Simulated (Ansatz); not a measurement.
**Structure search: one Hf3B2 candidate**

All numbers below come from DFT PBE, scalar-relativistic, plane waves, PAW (Ansatz 0.2.0). Cutoff 420 eV, Gaussian smearing, Γ-centred meshes. Cell and atoms relax first on a coarse mesh and then on a finer one. In between, the cell is made exact in the group found at 0.06 Å. In metals the finer mesh still leaves noise of several meV/atom or more. The steps can't lower the symmetry of their start. No spin polarisation.

A trial structure of Hf3B2 was built thus: Tl2F3 type (Pm-3m) distorted into a subgroup (P-4m2, No. 115) (largest shift (Å) 0.24). Lengths were set from tabulated atomic sizes, so they are only a guess.

```cif
data_structure
_symmetry_space_group_name_H-M 'P-4m2'
_symmetry_Int_Tables_number 115
_cell_length_a 4.2872
_cell_length_b 4.2872
_cell_length_c 4.0560
_cell_angle_alpha 90.000
_cell_angle_beta 90.000
_cell_angle_gamma 90.000
_cell_volume 74.55
loop_
_atom_site_label
_atom_site_type_symbol
_atom_site_symmetry_multiplicity
_atom_site_Wyckoff_symbol
_atom_site_fract_x
_atom_site_fract_y
_atom_site_fract_z
_atom_site_occupancy
Hf1 Hf 2 g 0.00000 0.50000 0.05701 1
Hf2 Hf 1 d 0.00000 0.00000 0.50000 1
B1 B 1 c 0.50000 0.50000 0.50000 1
B2 B 1 a 0.00000 0.00000 0.00000 1
```

The zero of energy is the elements' standard structures at the same level; no fitted shifts are applied.

**Question.** What does it relax into?

**Answer.** The symmetry goes from P-4m2 (No. 115) to Pm-3m (No. 221). The volume per atom grows by 16.8 %, from 14.9 to 17.4 Å³. The shortest distance goes from 2.03 Å (Hf–B) to 2.22 Å (Hf–B). The energy falls by about 0.34 eV/atom (the start's value is from the coarse mesh). Conventional cell: a = 4.433 Å. Hf is surrounded by 2 B at 2.22 Å, 4 B at 3.13 Å and 8 Hf at 3.13 Å; B on its first site has 12 Hf at 3.13 Å; B on its second site is surrounded by 6 Hf at 2.22 Å.

```xyz
5
Lattice="4.4328 0.0000 0.0000 0.0000 4.4328 0.0000 0.0000 0.0000 4.4328" Properties=species:S:1:pos:R:3 pbc="T T T"
Hf    0.0000    2.2164    0.0000
Hf    0.0000    0.0000    2.2164
Hf    2.2164    0.0000    0.0000
B     2.2164    2.2164    2.2164
B     0.0000    0.0000    0.0000
```

**Question.** Give its energy and gap.

**Answer.**

- Formation energy: +0.29 eV/atom
- Gap on the 8×8×8 mesh of the 5-atom cell: 0 eV (a metal)

It can't be a ground state, since the elements alone are lower.

The last run used Gaussian smearing of 0.10 eV. Spin–orbit coupling, which can matter for Hf, is left out. Symmetry constrained the relaxation, so the result can be a saddle point.
